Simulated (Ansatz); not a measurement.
# TiO2 with Bi replacing Ti: what each run costs

TiO2 with Bi replacing Ti, cell charge -1. Cell: 36 atoms, space group Pmmm, a = 6.494 Å, b = 6.494 Å, c = 8.872 Å, α = 90.00°, β = 90.00°, γ = 90.00°.

All runs are DFT with Ansatz 0.2.0 on 1 thread of Arm Neoverse V1 (aarch64; 8 cores open to the job, memory cap 3.0 GiB, no GPU), a shared host.

Problem. Rank the runs by wall time, shortest first.
A. single point at relaxed positions, r2SCAN, 500 eV, 3×3×2 k-points, smearing 0.01 eV
B. single point, PBE, 420 eV, 3×3×2 k-points, smearing 0.01 eV
C. relaxation of the ions, PBE, 420 eV, 3×3×2 k-points, smearing 0.01 eV

Solution. B (89 s, 1 GiB), A (2.3 min, 1.7 GiB), C (4.9 min, 1 GiB).
